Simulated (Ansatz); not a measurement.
BaZrO$_{3}$:
```yaml
crystal:
  lattice:
    - [4.22716, 0.00000, 0.00000]
    - [0.00000, 4.22716, 0.00000]
    - [0.00000, 0.00000, 4.22716]
  atoms:
    - { symbol: O, position: [0.00000, 0.50000, 0.50000] }
    - { symbol: O, position: [0.50000, 0.00000, 0.50000] }
    - { symbol: O, position: [0.50000, 0.50000, 0.00000] }
    - { symbol: Ba, position: [0.00000, 0.00000, 0.00000] }
    - { symbol: Zr, position: [0.50000, 0.50000, 0.50000] }
```

Relaxed with PBE.

Map the electron localisation function on the plane through (0.000, 0.500, 0.500) spanned by u = [1, 0, 0] and v = [0, 1, 1] in lattice vectors, from plane-wave PAW PBE (Ansatz code).

x is the fraction of u, y of v (the angle between them is 90°; rows are the nearest grid lines); atoms in the plane: O at (0.00, 0.00), Ba at (0.00, 0.50), Zr at (0.50, 0.00).
```
|2489624885005884269842|
|4689624896226984269864|
|9998511589999851158999|
|8886310147777410136888|
|6654200012332100024566|
|0000000000000000000000|
|2110000000000000000112|
|7653100000000000013567|
|9998520000000000258999|
|8899984000000004899988|
|2379996100000016999732|
|0038997300000037998300|
|0038997300000037998300|
|2379996100000016999732|
|8899984000000004899988|
|9998520000000000258999|
|7653100000000000013567|
|2110000000000000000112|
|0000000000000000000000|
|6654200012332100024566|
|8886310147777410136888|
|9998511589999851158999|
|4689624896226984269864|
|2489624885005884269842|
```
Scale: ten equal steps from 0.002 (start of '0') to 0.881 (end of '9'), in the order '0123456789'; x runs from 0.000 to 1.00, y from 0.000 (bottom) to 1.00 (top).

The density is the valence pseudo-density with augmentation charge, so density and ELF within about 1 Å of a nucleus are not all-electron values.

Space group Pm-3m (cubic perovskite). Symmetry was held in the PBE relaxation. At this level the phase is dynamically unstable (imaginary phonons). The run is not spin-polarised. Scalar-relativistic: spin–orbit coupling is off unless named, which matters more the heavier the elements.

Potentials: the later of the program's two PAW sets.
